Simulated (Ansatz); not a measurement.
# Is this SiF5 structure a true minimum?

It was reached by relaxing an invented guess, and it needn't be the stable form of this composition.

These are results of DFT PBE, scalar-relativistic, plane waves, PAW in Ansatz 0.2.0, not measurements. Plane waves to 420 eV, a k mesh through Γ of 3×3×6 on the computed 12-atom cell and Gaussian smearing (0.02 eV); no spin polarisation.

The cell below (12 atoms, space group P-3m1 (No. 164)) is relaxed within its symmetry.

```
Si F
1.0
     8.22614    0.00000    0.00000
    -4.11307    7.12404    0.00000
     0.00000    0.00000    5.02359
Si F
2 10
Cartesian
  4.1131 2.3747 2.2610
  0.0000 4.7494 2.7626
  5.4018 1.6306 2.7789
  2.8244 1.6306 2.7789
  4.1131 3.8628 2.7789
  4.1131 2.3747 0.6811
  0.0000 0.0000 0.7073
  0.0000 0.0000 4.3162
  0.0000 3.2613 2.2447
  -1.2887 5.4934 2.2447
  1.2887 5.4934 2.2447
  0.0000 4.7494 4.3425
```

For the test it was strained at random (σ = 1.5 % a component), the atoms were moved at random (σ = 0.15 Å), and all was relaxed again on a coarse 4×3×3 mesh (in the run’s order of axes) with 0.10 eV smearing, with no symmetry imposed.

No dispersion correction is applied, so the spacing and binding between layers, chains or molecules are poorly described.

Task: Is the structure stable against such a distortion?

Result: It doesn't return. The energy falls by 8 meV/atom on that mesh, the volume changes by -4.2 %, and the end has space group P1 (No. 1) at a loose tolerance. Relaxed again on a 6×4×4 mesh with 0.02 eV smearing, the new structure lies 8 meV/atom below the first (mesh in the axes of the run's cell; the cell below is made exact in the group named). Space group P1 (No. 1), triclinic, a = 4.988 Å, b = 7.796 Å, c = 7.828 Å, α = 61.0°, β = 89.4°, γ = 89.9°. Si on its first site has 4 F at 1.58 Å; Si on its second site has 4 F at 1.58 Å; F on its first site has 1 Si at 1.58 Å; F on its second site has 1 Si at 1.58 Å; 8 more sites not described.

```cif
data_structure
_symmetry_space_group_name_H-M 'P1'
_symmetry_Int_Tables_number 1
_cell_length_a 4.9877
_cell_length_b 7.7962
_cell_length_c 7.8277
_cell_angle_alpha 61.035
_cell_angle_beta 89.433
_cell_angle_gamma 89.923
_cell_volume 266.29
loop_
_atom_site_label
_atom_site_type_symbol
_atom_site_symmetry_multiplicity
_atom_site_Wyckoff_symbol
_atom_site_fract_x
_atom_site_fract_y
_atom_site_fract_z
_atom_site_occupancy
Si1 Si 1 a 0.45609 0.33191 0.33199 1
Si2 Si 1 a 0.54656 0.66709 0.66780 1
F1 F 1 a 0.35254 0.30942 0.15394 1
F2 F 1 a 0.35280 0.53145 0.31336 1
F3 F 1 a 0.34960 0.15547 0.52915 1
F4 F 1 a 0.77246 0.33163 0.33040 1
F5 F 1 a 0.92593 0.94331 0.96877 1
F6 F 1 a 0.06085 0.06165 0.03230 1
F7 F 1 a 0.65311 0.84362 0.47072 1
F8 F 1 a 0.64977 0.68956 0.84594 1
F9 F 1 a 0.65010 0.46761 0.68641 1
F10 F 1 a 0.23019 0.66727 0.66923 1
```
